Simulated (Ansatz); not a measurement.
Input file for Ansatz (an electronic-structure program):

Ansatz 0.2 input:
```yaml
crystal:
  lattice:
    - [-3.3269830159, 3.3269830159, 1.9226118391]
    - [3.3269830159, -3.3269830159, 1.9226118391]
    - [3.3269830159, 3.3269830159, -1.9226118391]
  atoms:
    - { symbol: Si, position: [0.1787832717, 0.1787832717, 0.3575665434] }
    - { symbol: Si, position: [0.8212167283, 0.8212167283, 0.6424334566] }
    - { symbol: Si, position: [0.1787832717, 0.8212167283, 0.0] }
    - { symbol: Si, position: [0.8212167283, 0.1787832717, 0.0] }
kpoints:
  mp_grid: { grid: [8, 8, 8] }
hamiltonian:
  xc: r2scan
  pseudopotentials: { kind: paw }
scf:
  occupations: { method: fixed }
checkpoint: { read: static.run }
output: { bader: true, populations: true }
```

Output (shortened):

```
Pseudopotentials: kind: paw
Pseudopotential: Si, paw, valence charge 4
Functional definition: r2SCAN
Crystal: 4 atoms, lattice volume = 85.124 Å³
Basis set: ecut = 500 eV, 2111 PW (Γ), exchange–correlation on 160×160×160 points (64 copies of the dense FFT grid, shifted against one another)
Bands: 12, of which v1, the nominal top of the filled ones, is band 8 counted from 1 (7 counted from 0)
Symmetry: 16 space group operations
Space group: I4/mmm (ITA 139), of the structure as read, at distance tolerance 4.4e-5 Å
k-points: 59 of 512
PAW frozen core: Si, regenerated for the run's functional
Initial density: read from a saved state, or passed on in memory by an earlier SCF of this step, an earlier step, the calling program or the single point that …
Stability of the state it starts from, as read at its close in the unpolarized treatment …
Initial wavefunctions: pseudopotential atomic-orbital guess
Eigensolver: davidson
Functional: x = r2scan, c = r2scan; τ floored in thin density (d = 2e-4 eV/Å³)
iter 1 solved again at ethr=9.19e-8 eV; its pass at ethr=3.10e-3 eV (dr2=1.47e-5 eV) is discarded
SCF iter   1: F=—  HF=-2555.797098 eV  |F-HF|=—  |Δ(HF+E_count)|=         —  Δρ=2.46e-7  dr2=6.54e-11  dr2_τ=5.97e-13  ethr=9.19e-8  ⟨swp⟩=3.0  Hψ=6347  notcnv=0  defer=112
all-band conjugate gradients solve this SCF's bands
preconditioner: auto → none
SCF iter   2: F=-2555.797098 eV  HF=-2555.797098 eV  |F-HF|=1.09e-11  |Δ(HF+E_count)|=   9.86e-9  Δρ=1.88e-7  dr2=3.74e-11  dr2_τ=5.27e-13  ethr=1.00e-12  ⟨swp⟩=8.7  Hψ=4443  notcnv=0
SCF 1 converged in 2 iterations: F = -2555.797098 eV  dr2 = 3.74e-11
SCF converged after 2 iterations
Free energy (F): -2555.797098 eV
Harris-Foulkes:  -2555.797098 eV  (|F-HF|=1.09e-11)
Internal energy: -2555.797098 eV  (E = F + TS)
E sigma→0 (E₀):  -2555.797098 eV
Fermi energy:    5.753138 eV
--- Per-component energies (eV) ---
  E_band       = 4.794185
  E_kinetic    = 161.218351
  E_local      = -135.673563  (includes V_loc(G=0)·N_el)
  E_nonlocal   = 99.982167
  E_hartree    = 39.934364
  E_xc         = -205.661633
  E_vxc        = -198.606949  (∫ρ·V_xc dr)
  E_paw        = -2077.920532  (= ΣΔE_a)
  E_vpaw       = -9.864162  (= ΣTr[D̂ρ^β])
  E_aug_tail   = 0.000017  (compensation charges beyond the density's cutoff)
  E_vtau       = 7.869650  (kinetic-family band-sum trace: ∫τ·v_τ [+ j·A + Jᵃ·Aᵃ] dr)
  E_ewald      = -437.370537
  E_core_change = -0.305732  (= ΣΔE_core)
  E_smearing   =  0.000000  (= −TS)
  E_closure    =  0.000000  (closes the sum)
  Σ components = -2555.797098   (vs F -2555.797098, Δ=0.00e0)
  [band-id]    e_kinetic+e_local+e_nonlocal+2·e_hartree+e_vxc+e_vpaw+e_augmentation_tail+e_vtau = 4.794238   (vs E_band 4.794185, Δ=5.31e-5)
--- Band table (eV; the first three rows and the last of 59) ---
  k-point 0: bands = ["-6.8809", "-2.4197", "-0.0576", "-0.0576", "1.8056", "4.1662", "4.1662", "5.1522", "7.3118", "7.6076", "7.6076", "8.2730"]
  k-point 1: bands = ["-6.7905", "-2.7917", "-0.0337", "0.0148", "2.2567", "4.0664", "4.1452", "4.6443", "7.1696", "7.5951", "8.1692", "8.1744"]
  k-point 2: bands = ["-6.5258", "-3.5812", "0.0494", "0.2169", "3.1311", "3.7814", "3.8633", "4.0957", "6.7847", "7.9669", "8.0691", "8.3439"]
  k-point 58: bands = ["-4.5609", "-4.5609", "-3.8302", "0.5176", "2.6433", "5.5112", "5.7531", "5.7531", "6.3350", "9.4960", "9.5531", "10.0216"]
  band table: 12 of 12 bands, residual norms ≤ 1.0e-3 eV
--- Löwdin populations: 4 sites ---
  site symbol       q [e]
     0     Si      3.9566
     1     Si      3.9566
     2     Si      3.9566
     3     Si      3.9566
  spilling = 0.010841 (of n_electrons = 16.000000)
--- Bader charges: 4 sites ---
  site symbol  charge [e]  shift [e]
     0     Si      0.0000     0.0000
     1     Si      0.0000     0.0000
     2     Si      0.0000     0.0000
     3     Si      0.0000     0.0000
  shift: an alarm, by how much a part of what the PAW files miss would move the charge. Where it is large, compare
  with a run on PAW files of another source; a small one proves nothing
  estimated error of the sums over rays = 6.3e-5 e
```

Cost: around 30 core-seconds (rough) on shared cores.

The workflow started from a Materials Project entry (that database holds measured and hypothetical structures alike); the Crystallography Open Database copy checked does not list it. It is not the phase usual at ambient conditions (space group No. 227). The cell was relaxed with r²SCAN under the symmetry of its start; phonons on a q-mesh show no instability.

Potentials: the later of the program's two PAW sets.

Ansatz is a plane-wave DFT program.
